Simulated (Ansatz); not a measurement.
A distorted cell of Pt (fcc, Cu type):

```yaml
crystal:
  lattice:
    - [0.00000, 2.02821, 2.02821]
    - [2.02821, 0.00000, 2.02821]
    - [2.02821, 2.02821, 0.00000]
  atoms:
    - { symbol: Pt, position: [0.00000, 0.00000, 0.00000] }
```

Calculation: PBE (plane waves to 420 eV, PAW, scalar-relativistic; Ansatz, a first-principles code). k mesh 20×20×20 (Γ-centred), Fermi-Dirac smearing 0.05 eV. E stands for the smeared free energy. Compression counts positive. Pt is run without spin polarisation. Pt was relaxed with its symmetry unable to fall. Spin-orbit coupling is left out, though Pt is heavy. The PAW data are Ansatz's earlier set.

What is the stress tensor (GPa)?


```
  -13.4      0.0      0.0
    0.0    -13.4      0.0
    0.0      0.0    -13.4
```
The pressure, a third of the trace, is -13.4 GPa.

It is the relaxed cell scaled evenly to V/V₀ = 1.067, atoms relaxed where free. What is its energy relative to the relaxed cell?

47 meV/atom.

(Under strain, the slope of the energy per volume gives the stress and its curvature an elastic modulus.)
